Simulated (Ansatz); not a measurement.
Input:

HfSiMo:
Space group Pnma (No. 62); a = 6.922 Å, b = 3.492 Å, c = 8.168 Å, α = 90.00°, β = 90.00°, γ = 90.00°

```json
[
 {"atom": "Hf", "site": "4c", "symmetry": ".m.", "x": "0.0439", "y": "0.2500", "z": "0.3324"},
 {"atom": "Si", "site": "4c", "symmetry": ".m.", "x": "0.2437", "y": "0.7500", "z": "0.1370"},
 {"atom": "Mo", "site": "4c", "symmetry": ".m.", "x": "0.1338", "y": "0.2500", "z": "0.9377"}
]
```

This is the r²SCAN-relaxed structure.

**Question.** All from the program Ansatz at the r²SCAN level (PAW), unless another level is named. Give the electronic character.

**Answer.** metallic (no gap).

**Question.** And the density of states at the Fermi level?

**Answer.** 0.37 states/eV per atom (mean over ±0.08 eV).

**Question.** Next, the formation energy from the elements (no fitted shifts)?

**Answer.** -0.74 eV/atom.

The first step of the workflow began from a Materials Project structure, measured or hypothetical; the Crystallography Open Database copy checked does not list it. Its standing as an ambient phase is unchecked. Symmetry was held in the r²SCAN relaxation; its stability against distortions is not shown here. No spin polarisation was allowed. The references are the lowest solids computed at this level, not always the standard phases. Scalar-relativistic: spin–orbit coupling is off unless named, which matters more the heavier the elements.

Potentials: the later of the program's two PAW sets.
